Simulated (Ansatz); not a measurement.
Bi (A7 (α-As type)), relaxed with r²SCAN+D4 (Ansatz, a program for electronic structure, plane waves, PAW): a = b = 4.523 Å, c = 12.148 Å, α = β = 90.00°, γ = 120.00°.

```
Property              Result
--------------------  ------
B₀ by P(V) fit (GPa)    28.3
```

Task: The same phase is relaxed and computed with r²SCAN in the same code. What are the cell and these values now?

Result: a = 4.5339 Å, b = 4.5339 Å, c = 12.3740 Å, α = 90.00°, β = 90.00°, γ = 120.00°.

- B₀ by P(V) fit (GPa): 24.3

All cells were relaxed under the symmetry of their starts (and spin orders); stability against distortions was not tested throughout. Scalar-relativistic: spin–orbit coupling is off unless named, which matters more the heavier the elements.

Potentials: the later of the program's two PAW sets.

Ansatz is a plane-wave DFT program.
